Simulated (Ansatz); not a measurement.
This run works on a generated trial structure, not on a known crystal.

Input and command of a plane-wave DFT calculation in Ansatz:

```yaml
crystal:
  lattice:
    - [5.3765537867, 0.0, 0.0]
    - [2.0469868028, 5.0500656763, 0.0]
    - [0.5397234692, 0.2142811064, 8.7093667084]
  atoms:
    - { symbol: Na, position: [0.6922497065, 0.2184202303, 0.6988117645] }
    - { symbol: Na, position: [0.2223114675, 0.6918239895, 0.2169112258] }
    - { symbol: Na, position: [0.9598811167, 0.4557108739, 0.9570711132] }
    - { symbol: Na, position: [0.4578873573, 0.9568378198, 0.4535924677] }
    - { symbol: Na, position: [0.5462685155, 0.0377594566, 0.0446366722] }
    - { symbol: Na, position: [0.034621143, 0.5432094986, 0.544181468] }
    - { symbol: Na, position: [0.2803474493, 0.8040304332, 0.7969438638] }
    - { symbol: Na, position: [0.8075323586, 0.2780397735, 0.2815133096] }
    - { symbol: "N", position: [0.4931564613, 0.5054051402, 0.487089809] }
    - { symbol: "N", position: [0.0057444242, 0.0087627843, 0.0192483062] }
basis:
  ecutwfc: 420
kpoints:
  mp_grid: { grid: [4, 4, 2] }
hamiltonian:
  xc: pbe
scf:
  occupations: { method: gaussian, width: 0.1 }
  lower_state_search: "off"
output:
  forces: true
  stress: true
  eigenvalues: true
relax:
  adjacent_minimum: "off"
  f_tol: 0.04
  max_steps: 70
  cell: { stress_tol: 0.4 }
```

```bash
ansatz run input.yaml --threads 1 --pin off --max-ram 2048MiB --backend cpu --events-out ev --progress --plain --runs-dir out
```

Processor: AMD EPYC 7R43 64-Core Processor (Zen 3), 1 thread, on a host shared with other jobs.

Q: Estimate time, memory and problem size.

A: About 110 s, peak memory 0.56 GiB. It solves 51 bands at 20 k points (after reduction by symmetry) with about 4805 plane waves (on the last cell), in 54 SCF iterations over 7 ionic steps.
